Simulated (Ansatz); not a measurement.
Cell and atoms are relaxed with the symmetry kept. Start:

```cif
data_structure
_symmetry_space_group_name_H-M 'P-3m1'
_symmetry_Int_Tables_number 164
_cell_length_a 4.3204
_cell_length_b 4.3204
_cell_length_c 24.5698
_cell_angle_alpha 90.000
_cell_angle_beta 90.000
_cell_angle_gamma 120.000
_cell_volume 397.17
loop_
_atom_site_label
_atom_site_type_symbol
_atom_site_symmetry_multiplicity
_atom_site_Wyckoff_symbol
_atom_site_fract_x
_atom_site_fract_y
_atom_site_fract_z
_atom_site_occupancy
Ge1 Ge 1 b 0.00000 0.00000 0.50000 1
Sb1 Sb 2 d 0.66667 0.33333 0.91872 1
Sb2 Sb 2 d 0.33333 0.66667 0.34882 1
Te1 Te 2 d 0.33333 0.66667 0.84920 1
Te2 Te 2 c 0.00000 0.00000 0.72043 1
Te3 Te 2 d 0.66667 0.33333 0.43103 1
Te4 Te 1 a 0.00000 0.00000 0.00000 1
```

Level of theory: DFT PBE+D3(BJ), scalar-relativistic, plane waves, PAW in Ansatz 0.2.0.

Plane waves to 420 eV, a k mesh through Γ of 12×12×2 on the computed 12-atom cell and Gaussian smearing (0.02 eV); no spin polarisation.

Problem. What does it relax to?

Solution. The volume falls by 2.53 Å³/atom to 30.57 Å³/atom, and the energy falls by 18.8 meV/atom. Final structure:
```
CELL_PARAMETERS angstrom
4.25886 0.00000 0.00000
-2.12943 3.68828 0.00000
0.00000 0.00000 23.35101
ATOMIC_POSITIONS crystal
Ge 0.00000 0.00000 0.50000
Sb 0.66667 0.33333 0.91574
Sb 0.33333 0.66667 0.34370
Sb 0.33333 0.66667 0.08426
Sb 0.66667 0.33333 0.65630
Te 0.33333 0.66667 0.84201
Te 0.66667 0.33333 0.15799
Te 0.00000 0.00000 0.72980
Te 0.66667 0.33333 0.42886
Te 0.33333 0.66667 0.57114
Te 0.00000 0.00000 0.00000
Te 0.00000 0.00000 0.27020
```

An atom lies near a switch of its D3 coefficient C6 between reference coordination numbers, so the dispersion energy changes steeply there and can make or shift the minimum.

Cost: 1 run of about 28 core-minutes, on Intel Xeon Processor @ 2.50GHz (Skylake/Cascade Lake) (shared hosts).